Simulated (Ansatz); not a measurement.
ZnCd3S4:
```
ZnCd3S4
1.0
    5.70461     0.00000     0.00000
    0.00000     5.70461     0.00000
    0.00000     0.00000     5.70461
Zn Cd S
1 3 4
Direct
  0.00000   0.00000   0.00000
  0.00000   0.50000   0.50000
  0.50000   0.00000   0.50000
  0.50000   0.50000   0.00000
  0.76317   0.76317   0.23683
  0.76317   0.23683   0.76317
  0.23683   0.23683   0.23683
  0.23683   0.76317   0.76317
```

Relaxed with PBEsol. Special points in fractions of this cell's reciprocal vectors: Γ (0.000, 0.000, 0.000); X (0.000, 0.500, 0.000); M (0.500, 0.500, 0.000); R (0.500, 0.500, 0.500).

Problem. List the band energies nearest the valence-band maximum at these points for PBEsol with spin–orbit coupling in the plane-wave PAW code Ansatz.

Solution. In eV from the valence-band maximum; about four levels below and three above (degenerate sets whole), none deeper than 8.9 eV; points with the same levels are listed once.

| k | below | above |
|---|---|---|
| Γ | 0.00 0.00 0.00 0.00 | 1.19 1.19 3.35 3.35 3.35 3.35 |
| X | -0.96 -0.96 -0.94 -0.94 | 3.62 3.62 3.63 3.63 |
| M | -0.90 -0.90 -0.53 -0.53 | 3.92 3.92 4.43 4.43 4.43 4.43 |
| R | -0.61 -0.61 -0.61 -0.61 | 2.78 2.78 2.97 2.97 2.97 2.97 2.97 2.97 |

Space group P-43m. The workflow started from a Materials Project entry (that database holds measured and hypothetical structures alike); the Crystallography Open Database copy checked does not list it. With Zn and Cd taken as one species the cell has the higher symmetry F-43m, so it may be an ordered model of a mixed-site phase. Whether it is the stable phase at ambient conditions was not checked. Symmetry was held in the PBEsol relaxation; of distortions, only those at the zone centre were tested.

Potentials: the later of the program's two PAW sets.
